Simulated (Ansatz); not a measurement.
This cell of Mg2Ge (anti-fluorite) is off equilibrium:

```yaml
crystal:
  lattice:
    - [0.00000, 3.27359, 3.27359]
    - [3.27359, 0.00000, 3.27359]
    - [3.27359, 3.27359, 0.00000]
  atoms:
    - { symbol: Ge, position: [0.00000, 0.00000, 0.00000] }
    - { symbol: Mg, position: [0.25000, 0.25000, 0.25000] }
    - { symbol: Mg, position: [0.75000, 0.75000, 0.75000] }
```

Computed with PBE (plane waves to 420 eV, PAW, scalar-relativistic; Ansatz, a quantum-chemistry and plane-wave program). k mesh 9×9×9 (Γ-centred), Fermi-Dirac smearing 0.05 eV. The energy includes the smearing's −TS. Stress and pressure are positive under compression. Mg2Ge was relaxed with its symmetry unable to fall.

**Question.** What is the stress tensor (GPa)?

**Answer.** 
```
  -2.56     0.00     0.00
   0.00    -2.56     0.00
   0.00     0.00    -2.56
```
The pressure, a third of the trace, is -2.56 GPa.

**Question.** It is the relaxed cell scaled evenly to V/V₀ = 1.060, atoms relaxed where free. What is its energy relative to the relaxed cell?

**Answer.** 11.1 meV/atom.

(Under strain, the slope of the energy per volume gives the stress and its curvature an elastic modulus.)
